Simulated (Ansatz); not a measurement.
MgO, first-principles data

MgO in space group Pm-3n (No. 223; Mg on 6c, O on 6d), a = 5.5903 Å, b = 5.5903 Å, c = 5.5903 Å, α = 90.00°, β = 90.00°, γ = 90.00°.

Space group Pm-3n (No. 223); conventional cell a = b = c = 5.590 Å, α = β = γ = 90.00°.

Method: plane-wave PAW PBEsol (Ansatz code). The cell and atoms are relaxed at this level. Other levels are named where they apply.

Cell and energy:

```yaml
volume_per_atom: 14.56 Å³
density: 2.30 g/cm³
Formation energy from the elements (no fitted shifts): -2.54 eV/atom
```

Electronic structure:

```yaml
band_gap: 2.84 eV (direct)
valence_band_maximum: at Γ
conduction_band_minimum: at Γ
electron_effective_mass: 0.40 mₑ (isotropic)
Hole effective mass, band 1 of 3 at the edge: 1.6 along [111] (mₑ)
Hole effective mass, band 2 of 3 at the edge: 1.1 along [110], 1.6 along [111] (mₑ)
Hole effective mass, band 3 of 3 at the edge: 0.46 along [100], 0.78 along [110], 1.0 along [111] (mₑ)
HSE06 gap on the PBEsol cell: 4.49 eV
```

Mechanics:

```yaml
Bulk modulus (Birch–Murnaghan fit): 96.8 GPa
Pressure derivative B′: 4.0
Elastic constants (relaxed ions, GPa): C11 = 187, C12 = 51.8, C44 = 19.7
mechanical_stability: stable (all eigenvalues of C positive)
hill_bulk_and_shear_moduli: 96.9 and 33.2 GPa
Young's modulus: 89.4 GPa
Poisson's ratio: 0.35
debye_temperature_from_the_elastic_constants: 521 K
```

Dielectric response:

```yaml
Electronic dielectric constant ε∞ (DFPT): 2.66
Static dielectric constant ε0 (ions relaxed, cell fixed): 4.66
Born charges (a third of the trace): Mg +1.69, O -1.69 e
```

Phonons:

```yaml
Highest zone-centre frequency (without LO–TO term): 679 cm⁻¹
zone_centre_stability: no imaginary mode at Γ
dynamical_stability_on_the_path: stable (no imaginary branch)
zero_point_energy: 73.3 meV/atom
Vibrational entropy at 300 K: 15.8 J/(K·mol of atoms)
```

The workflow started from a Materials Project entry (that database holds measured and hypothetical structures alike); the Crystallography Open Database copy checked does not list it. It is not the phase usual at ambient conditions (space group No. 225). The cell was relaxed with PBEsol under the symmetry of its start. The references are the lowest solids computed at this level, not always the standard phases (solids in place of the gases).

Potentials: the later of the program's two PAW sets.
